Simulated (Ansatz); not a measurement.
Consider the following.

CoPtO2:
```cif
data_CoO2Pt
_chemical_formula_sum 'Co1 Pt1 O2'
_space_group_name_H-M_alt 'P 1'
_space_group_IT_number 1
_cell_length_a 6.06997
_cell_length_b 6.06997
_cell_length_c 6.06997
_cell_angle_alpha 26.504
_cell_angle_beta 26.504
_cell_angle_gamma 26.504
loop_
_space_group_symop_operation_xyz
  'x, y, z'
loop_
_atom_site_label
_atom_site_type_symbol
_atom_site_fract_x
_atom_site_fract_y
_atom_site_fract_z
_atom_site_occupancy
Co1 Co 0.50000 0.50000 0.50000 1
Pt1 Pt 0.00000 0.00000 0.00000 1
O1 O 0.88769 0.88769 0.88769 1
O2 O 0.11231 0.11231 0.11231 1
```

This is the LDA-relaxed structure.

**Question.** All from LDA (plane waves, PAW; program Ansatz), unless another level is named. Give the electronic character.

**Answer.** metallic (no gap).

**Question.** What about the density of states at the Fermi level?

**Answer.** 0.11 states/eV per atom (mean over ±0.08 eV).

**Question.** And the formation energy from the elements (no fitted shifts)?

**Answer.** -0.99 eV/atom.

Space group R-3m. Symmetry was held in the LDA relaxation; of distortions, only those at the zone centre were tested. No spin polarisation was allowed. No Hubbard U is applied. Without spin polarisation and U, an open-shell compound can come out a false metal. The references are the lowest solids computed at this level, not always the standard phases (solids in place of the gases). Scalar-relativistic: spin–orbit coupling is off unless named, which matters more the heavier the elements.

Potentials: the later of the program's two PAW sets.
